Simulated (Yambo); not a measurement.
```xyz
10
Lattice="5.2720 -3.0468 0.0000 5.2720 3.0468 0.0000 -3.5557 0.0000 5.0431" Properties=species:S:1:pos:R:3 pbc="T T T"
O      2.4377     1.4069     3.4732
O      4.5507    -1.4069     1.5699
O      4.5507     1.4069     1.5699
O      2.4377    -1.4069     3.4732
O      2.1477     0.0000     1.0425
O      4.8407     0.0000     4.0006
Ba    -0.0233     0.0000     3.7426
Ba     7.0117     0.0000     1.3005
La     0.0000     0.0000     0.0000
Ta     3.4942     0.0000     2.5216
```

Workflow: PBEsol (Quantum ESPRESSO, PseudoDojo norm-conserving, 110 Ry, without SOC), then G0W0 in Yambo (2×2×2 Γ-centred k mesh, bands 2 to 310 and a 8 Ry block in the screening, 310 bands in G with the Bruneval-Gonze terminator, plasmon pole fitted at 27.2 eV).

Task: Give the PBEsol and G0W0 gaps between the band edges found on this mesh, and say where the edges lie.

Result: Edges: (0, -0.5, -0.5) → (-0.5, -0.5, 0). PBEsol: 3.66 eV; G0W0: 5.20 eV. Among the k points computed, the smallest G0W0 gap is 5.12 eV, (0, -0.5, -0.5) → Γ. Nearest settings tried, and what they do to the gap: 202 bands in W, 202 bands in G: +49 meV; 3 Ry block (117 vectors against 415): +48 meV. Not varied: mesh. So the settings aren't converged at that level. The k mesh is coarse. Spin-orbit coupling is left out, which matters for elements this heavy: edges can move by tenths of an eV. The 4f states are in the valence at their DFT position.

Geometry of the Materials Project entry, not relaxed at this level.

The structure is a Materials Project entry; no match was found in the copy of COD used, and its stability was not checked.
